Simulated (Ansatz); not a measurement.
## Os, a known structure type with other elements, at an estimated volume

```
Os
1.0
     5.46624    0.00000    0.00000
     0.00000    5.46624    0.00000
     0.00000    0.00000    6.42628
Os
12
Direct
  0.17500 0.36900 0.25800
  0.13100 0.67500 0.00800
  0.82500 0.63100 0.75800
  0.86900 0.32500 0.50800
  0.67500 0.13100 0.99200
  0.63100 0.82500 0.24200
  0.32500 0.86900 0.49200
  0.36900 0.17500 0.74200
  0.09000 0.09000 0.00000
  0.41000 0.59000 0.75000
  0.91000 0.91000 0.50000
  0.59000 0.41000 0.25000
```

Level: r2SCAN, no spin polarisation; 500 eV; 6×6×5 Γ-centred mesh; fermi-dirac occupations (width 0.075 eV); Ansatz 0.2.0, fixed geometry.

Q: What does the stress say?

A: The pressure is 48.5 GPa (compression positive), so with the atoms held at these fractions the cell would first expand; the forces are large, so a full relaxation may end otherwise. The principal stresses 43.9, 50.8, 50.8 GPa differ, so its shape would change too.

Q: What happens at the Fermi level?

A: It is a metal, with about 10 states/eV a cell as the mean within 0.25 eV of the Fermi level, mostly Os d (89 %).

Q: Describe some of the short contacts.

A: Os–Os at 2.28 Å: least valence density 1.05 e/Å³ and ELF 0.44 there. Both are smooth PAW fields, read partly inside the augmentation spheres.

Q: Which atom feels the largest force, and which way?

A: The largest is on Os2 (and as large on other atoms): 2.70 eV/Å, components (0.44, -0.49, 2.62). It makes 103° with the line to a nearest neighbour, Os9 at 2.28 Å.

Origin: a known structure type with other elements, at an estimated volume, so it need not be a known compound. Caveats: atoms or cell far from equilibrium.
